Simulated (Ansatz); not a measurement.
Problem. Ti3AlB (anti-perovskite, space group No. 221) is relaxed with PBE in the plane-wave PAW code Ansatz. What lattice parameters of the conventional cell result?

Solution. a = 4.269 Å.

Problem. Is it a metal or does it have a gap at this level?

Solution. No gap at this level.

Space group Pm-3m (anti-perovskite). The start of the workflow was typed in or built on a structure type; neither database checked (COD, Materials Project) lists it. Its standing as an ambient phase is unchecked. Symmetry was held in the PBE relaxation; its stability against distortions is not shown here. No spin polarisation was allowed.

Potentials: the earlier of the program's two PAW sets.
